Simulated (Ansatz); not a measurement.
## Structure relaxation, TiB₂

The start is a generated trial cell of TiB2 in the AFLOW prototype A2B_hP9_150_ef_bd (C22, as in Fe2P). The structure is fully relaxed (lattice and positions, P = 0) with PBE (plane waves to 420 eV, PAW, scalar-relativistic; Ansatz, a first-principles code). First-step values are on the input's coarse k-mesh.

Ansatz input (later rounds restart from its end on a renewed k-mesh):
Ansatz 0.2 input:
```yaml
crystal:
  lattice:
    - [5.4862046, 0, 0]
    - [-2.7431023, 4.7511925, 0]
    - [0, 0, 3.235454]
  atoms:
    - { symbol: B, position: [0.26, 0, 0] }
    - { symbol: B, position: [0, 0.26, 0] }
    - { symbol: B, position: [0.74, 0.74, 0] }
    - { symbol: B, position: [0.6, 0, 0.5] }
    - { symbol: B, position: [0, 0.6, 0.5] }
    - { symbol: B, position: [0.4, 0.4, 0.5] }
    - { symbol: Ti, position: [0, 0, 0.5] }
    - { symbol: Ti, position: [0.33333333, 0.66666667, 0.875] }
    - { symbol: Ti, position: [0.66666667, 0.33333333, 0.125] }
basis: { ecutwfc: 420, ecutrho_ratio: 4, xc_grid: 2, fft_grid_basis: typed }
kpoints: { mp_grid: { grid: [5, 5, 7] } }
hamiltonian:
  xc: pbe
  dispersion: none
  pseudopotentials: { azcp: { folder: ./paw }, kind: paw }
scf: { occupations: { method: fermi_dirac, width: 0.05 } }
relax: { f_tol: 0.01, max_steps: 100, cell: { stress_tol: 0.02 } }
output: { forces: true, stress: true }
```

Problem. How large is the pressure on the unrelaxed cell, and of which sign?

Solution. +26 GPa (positive: the cell is compressed).

Problem. What is the largest force in the starting geometry, and on which atom (counted from 1)?

Solution. About 3.1 eV/Å, on Ti8, Ti9 (atoms numbered as listed).

Problem. What symmetry does the relaxed structure have?

Solution. The space group goes from P321 (No. 150) to P-62m (No. 189), with 9 atoms in the primitive cell.

Problem. How much energy is released per atom?

Solution. 1.27 eV/atom.

Problem. How does the volume change?

Solution. +18.7 %, from 9.37 to 11.12 Å³/atom.

Problem. How do the shortest distances between atoms change?

Solution. The closest pairs of elements (up to four, under 3.6 Å), start → end: B–B 2.47 → 1.63 Å; B–Ti 2.07 → 2.26 Å; Ti–Ti 3.24 → 3.01 Å.

Problem. What does it relax into? Give the structure.

Solution. 
Space group P-62m (No. 189); a = b = 6.196 Å, c = 3.009 Å, α = β = 90.00°, γ = 120.00°

```tsv
atom	site	symmetry	x	y	z
B	3f	m2m	0.0000	0.2718	0.0000
B	3g	m2m	0.6287	0.6287	0.5000
Ti	1b	-62m	0.0000	0.0000	0.5000
Ti	2c	-6..	0.3333	0.6667	0.0000
```

Final values are on a 9×9×15 k-mesh of the relaxed cell. No spin polarisation in the result.

The run could not lose the symmetry of its start, so the end can be a saddle point.

The relaxed structure here is a generated cell of TiB2: the first start was made by placing the elements on the sites of a structure type, and the end was not matched to a known phase here, so it may be hypothetical. Known forms of TiB2 include space group No. 191.
